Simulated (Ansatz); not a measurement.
A crystal relaxed with r2SCAN in Ansatz has space group Pm-3m (No. 221) and a = 4.184 Å.

| atom | site | x | y | z |
| --- | --- | --- | --- | --- |
| Xx | 1a | 0.0000 | 0.0000 | 0.0000 |
| O | 1b | 0.5000 | 0.5000 | 0.5000 |
| Mg | 3c | 0.5000 | 0.5000 | 0.0000 |

With r2SCAN the valence top lies at X–M (0.80 of the way from X) and the conduction bottom at R–M (0.80 of the way from R), 0.05 eV higher; the smallest vertical gap, at M, is 0.24 eV. (This is within a few times the smearing of 0.02 eV, so the filling near the edges can be smeared.) With HSE06 the valence top lies at X–M (0.80 of the way from X) and the conduction bottom at R–M (0.80 of the way from R), 0.13 eV higher; the smallest vertical gap, at M, is 0.19 eV. With PBE the bands overlap by 0.22 eV (counted from 1, band 20 peaks at X–M (0.80 of the way from X) and band 21 bottoms out at R–M (0.80 of the way from R)): no gap. Meshes: r2SCAN 6×6×6, HSE06 4×4×4, PBE 6×6×6.

Question: Which element is Xx?
A. Sn
B. C
C. Pb
D. Si

Answer: D. Xx is Si: antiperovskite Mg3SiO. Si has 12 Mg at 2.96 Å; O has 6 Mg at 2.09 Å; Mg has 2 O at 2.09 Å and 4 Si at 2.96 Å.

Note: simulated data, non-magnetic, for a generated structure that need not be the stable one.

Where bands overlap the cell is a metal at that level, and these k meshes limit energies, forces and stress. Overlaps of a few tenths of an eV in semilocal functionals can be an artefact that a hybrid or GW lifts.

Where an edge lies off the special points, it is a point of the mesh or the k point where a search put PBE's edge or least direct gap, reused for the other functionals, whose own edges may lie a little apart; PBE's own value is read along its path and can be a few hundredths of an eV high.

The meshes of the hybrids are coarse, so their gaps aren't converged to the digits shown.
